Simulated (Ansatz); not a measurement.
AlCl3:
```
CELL_PARAMETERS angstrom
      2.92265     5.05828     0.00000
     -2.92265     5.05828     0.00000
     -1.89039     0.00000     5.68285
ATOMIC_POSITIONS crystal
  Al 0.16656 0.16656 0.00000
  Al 0.83344 0.83344 0.00000
  Cl 0.78093 0.21907 0.76678
  Cl 0.21907 0.78093 0.23322
  Cl 0.92944 0.42522 0.23124
  Cl 0.07056 0.57478 0.76876
  Cl 0.42522 0.92944 0.76876
  Cl 0.57478 0.07056 0.23124
```

Cartesian axes are those of the cell as given.

Give the high-frequency dielectric tensor and the Born effective charge tensors of the independent atoms from DFPT, plane-wave PAW LDA (Ansatz code).


ε∞:
```
 3.44   0.00  -0.01
 0.00   3.44   0.00
-0.01   0.00   3.07
```
Z* of atom 1 (Al), rows: field, columns: displacement, in e:
```
 3.19   0.00  -0.01
 0.00   3.20   0.00
-0.01   0.00   2.17
```
Z* of atom 3 (Cl), rows: field, columns: displacement, in e:
```
-0.68   0.00  -0.19
 0.00  -1.45   0.00
-0.22   0.00  -0.71
```
Z* of atom 5 (Cl), rows: field, columns: displacement, in e:
```
-1.26   0.33   0.10
 0.33  -0.87   0.17
 0.12   0.21  -0.73
```

Space group C2/m. The first step of the workflow began from a Materials Project structure, measured or hypothetical; the Crystallography Open Database files this formula in space group No. 12, but the cells were not matched. Its standing as an ambient phase is unchecked. Symmetry was held in the LDA relaxation; its stability against distortions is not shown here. A crystal of weakly bound layers computed without a dispersion correction: the cell and the soft elastic constants depend strongly on that.

Potentials: the earlier of the program's two PAW sets. The files were generated under PBE; for other functionals the program regenerates the frozen cores, and for LDA and PBEsol the local potential too.
